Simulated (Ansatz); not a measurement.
SiB2Mo2: computed property card

SiB2Mo2:
Space group Cmmm (No. 65); a = 3.045 Å, b = 11.084 Å, c = 3.113 Å, α = β = γ = 90.00°

```csv
atom,site,symmetry,x,y,z
Si,2a,mmm,0.0000,0.0000,0.0000
Mo,4j,m2m,0.5000,0.1366,0.5000
B,4i,m2m,0.0000,0.2069,0.0000
```
(The calculation used a cell of 5 atoms; values per cell refer to that cell.)

Space group Cmmm (No. 65); conventional cell a = 3.0453 Å, b = 11.0839 Å, c = 3.1135 Å, α = β = γ = 90.00°.

Method: DFT-PBEsol in the program Ansatz with PAW potentials. The cell and atoms are relaxed at this level. Other levels are named where they apply.

**Cell and energy**

```
Quantity                                                      Result
-----------------------------------------------------  -------------
Volume per atom                                             10.51 Å³
Density                                                   7.64 g/cm³
Formation energy from the elements (no fitted shifts)  -0.43 eV/atom
```

**Electronic structure**

```
Item                                                                        Result
------------------------------------  --------------------------------------------
Electronic character                                             metallic (no gap)
Density of states at the Fermi level  0.26 states/eV per atom (mean over ±0.08 eV)
```

**Mechanics**

```
Quantity                              Value
----------------------------------  -------
Bulk modulus (Birch–Murnaghan fit)  272 GPa
Pressure derivative B′                  4.5
```

**Phonons**

```
Quantity                                        Value
-----------------------------  ----------------------
Highest zone-centre frequency                794 cm⁻¹
Zone-centre stability          no imaginary mode at Γ
```

The start of the workflow was typed in or built on a structure type; neither database checked (COD, Materials Project) lists it. Whether it is the stable phase at ambient conditions was not checked. The PBEsol relaxation kept the symmetry of its start. The run is not spin-polarised. As this level gives no gap, phonon frequencies hold no LO–TO term and depend on the k-mesh and smearing (Fermi–Dirac, 0.1 eV here). The references are the lowest solids computed at this level, not always the standard phases. Scalar-relativistic: spin–orbit coupling is off unless named, which matters more the heavier the elements.

Potentials: the earlier of the program's two PAW sets. The files were generated under PBE; for other functionals the program regenerates the frozen cores, and for LDA and PBEsol the local potential too.
